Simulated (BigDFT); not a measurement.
Consider a self-consistent single point of W(O)2(Cl)(OH) (ClHO3W).

SMILES: [O]=[W](=[O])([OH])[Cl]
```xyz
6

W      0.3507    -0.2649    -0.0517
O      1.5486     0.2347    -1.1224
O      1.0021    -0.8905     1.3671
Cl    -0.6388    -1.9511    -1.0407
O     -0.8962     1.0394     0.2783
H     -1.3664     1.8324     0.5694
```
Charge 0, spin multiplicity 1.

Method: LDA (Teter-Pade), Daubechies wavelet basis, HGH (Krack) norm-conserving potentials made for LDA, isolated boundary conditions, uniform electric field (BigDFT).

BigDFT settings:

```
setting                            value
-------------------  -------------------
basis                Daubechies wavelets
dft.hgrids                     0.33 bohr
dft.rmult                            7 9
dft.ixc                                1
potentials            built-in HGH-K LDA
boundary_conditions                 free
dft.gnrm_cv                        1e-04
dft.itermax                           80
dft.idsx                               6
dft.nrepmax                            3
dft.elecfield          0 0 0.005 Ha/bohr
```

Results:

- Number of valence electrons: 32
- Number of orbitals: 16
- Size of the basis: 321026
- Number of SCF iterations: 20
- Grid steps along x, y, z: 76 × 79 × 70
- Total energy: -1944.2379 eV
- Largest force (vector length): 1.894 eV/Å
- Dipole moment: 3.98 D
- Highest occupied level: -7.66 eV

Forces (eV/Å):
```tsv
atom	Fx	Fy	Fz
W1	-1.591	-0.012	0.202
O2	1.589	0.643	-0.806
O3	0.919	-0.267	1.044
Cl4	-0.545	-0.856	-0.496
O5	-0.584	0.473	-0.063
H6	0.211	0.019	0.119
```

For comparison: a first run (DFT, LDA (Teter-Pade), Daubechies wavelet basis, HGH (Krack) norm-conserving potentials made for LDA, isolated boundary conditions) was changed to give this one (dft.rmult: 6 9 → 7 9; dft.norbv: 8 → default; dft.nvirt: 4 → default; dft.gnrm_cv_virt: 1e-03 → default; dft.itermax_virt: 40 → default; dft.elecfield: default → 0 0 0.005 Ha/bohr), and from it to this one the largest force goes from 1.725 to 1.894 eV/Å.

The grid can part forces that symmetry would make equal. Forces above 1 eV/Å remain at this geometry. The geometry comes from a cheaper method or was typed, in some cases with atoms then moved at random; it is not relaxed at this level, and the species need not be a known compound.

These are the values that this program gave, and no reference: the built-in potentials of some of these elements keep semicore shells in the core, which can shift energies, forces and lattice constants.

Cost on one core: about 90 core-seconds (a rough figure).
